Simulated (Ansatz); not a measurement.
Formation energy of GdCd (CsCl-type structure)

Level of theory: DFT, PBEsol, scalar-relativistic, collinear spin; plane waves to 420 eV with PAW datasets (Ansatz 0.2.0), 8×8×8 k-mesh, Gaussian smearing of 0.05 eV; PAW files: Ansatz's generated set soft_2.

This is a trial structure made by placing the elements on a prototype's sites, so it needn't be the stable form.

The structure is cubic, space group Pm-3m (No. 221). Conventional cell: a = 3.715 Å, b = 3.715 Å, c = 3.715 Å, α = 90.00°, β = 90.00°, γ = 90.00°. Gd (site symmetry m-3m) has 8 Cd at 3.22 Å as nearest neighbours. Around Cd (site symmetry m-3m) lie 8 Gd at 3.22 Å. (Shells end 15 % past the nearest neighbour.)

The elements were computed in their standard states with the same datasets, cutoff and functional. The compound's run is ferromagnetic, with site spin moments Gd 7.14 μB. Total energies depend on the potentials used, so only differences within one code and one set of settings carry meaning.

Energy of the relaxed cell (2 atoms, smearing extrapolated to zero): -17412.740 eV. Elements, in eV/atom: Gd -9227.984, Cd -8184.065.

Question: What is the formation energy?

Answer: [-17412.740 − (1 × -9227.984 + 1 × -8184.065)] / 2 = -0.35 eV/atom, or -33 kJ per mole of atoms.

The value is for 0 K, without zero-point energy. A negative value shows stability against the elements alone, not against other compounds or structures.

Without a U the 4f levels of Gd lie too near the Fermi level, so their share of the states there, and what hangs on it, is overstated. These numbers lack spin–orbit coupling. Site moments are of spin, integrated over atomic spheres. Only parallel moments were tried, so the real magnetic order may be another.
